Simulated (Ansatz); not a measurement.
# LuHg (Pm-3m): PBEsol against r²SCAN

```
Lu Hg
1.0
     3.58959    0.00000    0.00000
     0.00000    3.58959    0.00000
     0.00000    0.00000    3.58959
Lu Hg
1 1
Direct
  0.50000 0.50000 0.50000
  0.00000 0.00000 0.00000
```

This cell (23.13 Å³ an atom) was relaxed by PAW under PBEsol, and each functional gets its own cell relaxed so. Quantity: elastic moduli (Hill averages, relaxed ions; θ_D from sound speeds over directions).

Runs: (1) PBEsol, PAW on Ansatz 0.2.0's default frozen-core files (fitted under PBE), scalar-relativistic; k mesh 12×12×12, strains of ±0.008, Fermi-Dirac smearing of 0.050 eV, cutoff 420 eV. (2) r²SCAN, PAW on Ansatz 0.2.0's default frozen-core files (fitted under PBE), scalar-relativistic; k mesh 12×12×12, strains of ±0.005, Fermi-Dirac smearing of 0.050 eV, cutoff 500 eV.

Under PBEsol: B = 81.5 GPa, G = 31.6 GPa, C11 = 104 GPa, C44 = 47.8 GPa, ν = 0.328, θ_D = 176 K.

Q: Which way does r²SCAN move the volume, and by how much?

A: a = 3.617 Å, 23.66 Å³ an atom: 2.3 % larger.

Q: What does r²SCAN give for these quantities?

A: 

```
quantity    PBEsol    r²SCAN     change
       B  81.5 GPa  81.4 GPa  under 1 %
       G  31.6 GPa  37.6 GPa      +19 %
     C11   104 GPa   115 GPa      +10 %
     C44  47.8 GPa  49.4 GPa       +3 %
       ν     0.328     0.300       -9 %
     θ_D     176 K     194 K      +10 %
```

Known limits: frozen-core PAW files fitted under PBE, their cores solved anew for the functional of the run; responses of metals move with mesh and smearing; no spin-orbit coupling on heavy atoms.
